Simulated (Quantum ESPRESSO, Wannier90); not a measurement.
## VBiO4 (I4₁/a): Wannier90 run

```
begin unit_cell_cart
ang
    5.1221100000    0.0000000000    0.0000000000
    0.0000000000    5.1221100000    0.0000000000
   -2.5610550000   -2.5610550000    5.7960650000
end unit_cell_cart
begin atoms_frac
V    0.5000000000  0.5000000000  0.0000000000
V   -0.2500000000  0.2500000000  0.5000000000
Bi   0.0000000000  0.0000000000  0.0000000000
Bi   0.2500000000 -0.2500000000  0.5000000000
O   -0.4381000000  0.1708500000 -0.1582600000
O   -0.0791100000  0.3119000000  0.3417400000
O    0.2798400000 -0.3291100000 -0.1582600000
O    0.4208500000  0.0298400000  0.3417400000
O   -0.3119000000 -0.4208500000 -0.3417400000
O    0.3291100000  0.4381000000  0.1582600000
O   -0.0298400000  0.0791100000 -0.3417400000
O   -0.1708500000 -0.2798400000  0.1582600000
end atoms_frac
```

Structure: Materials Project mp-23044, symmetrised, not relaxed again. COD (Crystallography Open Database) has the formula in 4 space groups, this one among them (matched by group alone). Computed values, not measurements, from PBEsol: Quantum ESPRESSO (norm-conserving PseudoDojo potentials, cutoff 68 Ry, no spin polarisation, no spin-orbit coupling) on a Γ-centred 4×4×4 mesh, then Wannier90. Density: 8×8×8 mesh, cold smearing 0.01 Ry. Spin-orbit coupling is left out although heavy elements are present.

Bands 19-26 form an isolated set from -18.12 to -16.21 eV relative to the valence-band maximum (on the path) and are turned into 8 Wannier functions by minimising the spread from the start: atomic waves O 2s.

Centres (Cartesian, Å; one of the equivalent choices) and spreads:

```
n       x       y       z  spread (Å²)  nearest atom
-  ------  ------  ------  -----------  ------------
1  -1.844   1.292  -0.885        0.719            O5
2  -1.292   0.717   2.013        0.719            O6
3   1.844  -1.292  -0.885        0.719            O7
4   1.292  -0.717   2.013        0.719            O8
5  -0.717  -1.292  -2.013        0.719            O9
6   1.292   1.844   0.885        0.719           O10
7   0.717   1.292  -2.013        0.719           O11
8  -1.292  -1.844   0.885        0.719           O12
```

Ω_I = 5.74 Å², Ω_total = 5.75 Å²; the interpolated bands follow pw.x to 0.0 meV rms on the path. Only this start was tried; a symmetric start can stop on a saddle, and mixtures of these functions could lower the total by at most Ω_total − Ω_I.
